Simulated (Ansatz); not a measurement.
# Strain response of BW$_{2}$

Level of theory: DFT PBEsol, scalar-relativistic, plane waves, PAW in Ansatz 0.2.0. Settings: 420 eV cutoff, 6×6×8 k-mesh, Gaussian smearing of 0.10 eV, no spin polarisation.

The relaxed crystal:

```yaml
crystal:
  lattice:
    - [5.53625, 0.00000, 0.00000]
    - [0.00000, 5.53625, 0.00000]
    - [0.00000, 0.00000, 4.75070]
  atoms:
    - { symbol: B, position: [0.00000, 0.00000, 0.25000] }
    - { symbol: B, position: [0.00000, 0.00000, 0.75000] }
    - { symbol: B, position: [0.50000, 0.50000, 0.75000] }
    - { symbol: B, position: [0.50000, 0.50000, 0.25000] }
    - { symbol: W, position: [0.16993, 0.66993, 0.00000] }
    - { symbol: W, position: [0.33007, 0.16993, 0.00000] }
    - { symbol: W, position: [0.33007, 0.83007, 0.50000] }
    - { symbol: W, position: [0.16993, 0.33007, 0.50000] }
    - { symbol: W, position: [0.66993, 0.16993, 0.50000] }
    - { symbol: W, position: [0.83007, 0.66993, 0.50000] }
    - { symbol: W, position: [0.83007, 0.33007, 0.00000] }
    - { symbol: W, position: [0.66993, 0.83007, 0.00000] }
```

Deformation: all cell vectors scaled alike, the atoms relaxed, all within the symmetry that the strain leaves. Energies are extrapolated to zero smearing. On this cell's mesh the reference holds a stress of up to 0.46 GPa.

Spin–orbit coupling is left out, which can shift energies with elements as heavy as these.

| strain (%) | ΔE (meV/atom) | a (Å) | b (Å) | c (Å) |
| --- | --- | --- | --- | --- |
| -6.0 | 517.9 | 5.204 | 5.204 | 4.466 |
| -4.0 | 216.2 | 5.315 | 5.315 | 4.561 |
| -2.0 | 51.1 | 5.426 | 5.426 | 4.656 |
| +0.0 | 0.0 | 5.536 | 5.536 | 4.751 |
| +2.0 | 44.1 | 5.647 | 5.647 | 4.846 |
| +4.0 | 166.8 | 5.758 | 5.758 | 4.941 |
| +6.0 | 353.6 | 5.868 | 5.868 | 5.036 |

Question: What stiffness (1/V) d²E/dε² at zero strain does a cubic fit over all points give?

Answer: A cubic fit gives (1/V) d²E/dε² = 3200 GPa at zero strain (nine times the bulk modulus at fixed shape).